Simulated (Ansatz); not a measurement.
A geometry of ZnSnP$_{2}$ away from equilibrium: step 9 of the relaxation of a relaxed ZnSnP2 cell displaced along its unstable phonon at q = Γ (71i cm⁻¹), largest move 0.15 Å. Level of theory: PBEsol (plane waves to 420 eV, PAW, scalar-relativistic; Ansatz, a first-principles code). Γ-centred k-mesh 9×7×7 on the run's cell (coarser than for final values), Fermi–Dirac smearing 0.05 eV. The plane waves were selected for a different cell earlier on the path.

```yaml
crystal:
  lattice:
    - [3.53432, 0.00000, 0.00000]
    - [0.00000, 2.44012, 4.99957]
    - [0.00000, -2.38214, 4.97091]
  atoms:
    - { symbol: P, position: [0.50000, 0.56389, 0.83793] }
    - { symbol: P, position: [0.50000, 0.81594, 0.33433] }
    - { symbol: Zn, position: [0.00000, 0.18627, 0.06084] }
    - { symbol: Sn, position: [0.50000, 0.24995, 0.55645] }
```

Problem. What forces act on the atoms (eV/Å)?

Solution. 
| atom | Fx | Fy | Fz |
|---|---|---|---|
| P1 | 0.00 | 0.30 | -0.16 |
| P2 | 0.00 | 0.07 | 0.45 |
| Zn3 | 0.00 | -0.02 | 0.02 |
| Sn4 | 0.00 | -0.34 | -0.30 |

The path ends in P2/m (No. 10). No spin polarisation in the result.

The run could not lose the symmetry of its start, so the end can be a saddle point.

The end of the path is a generated cell of ZnSnP2: the first start was made by placing the elements on the sites of a structure type, and the end was not matched to a known phase here, so it may be hypothetical.
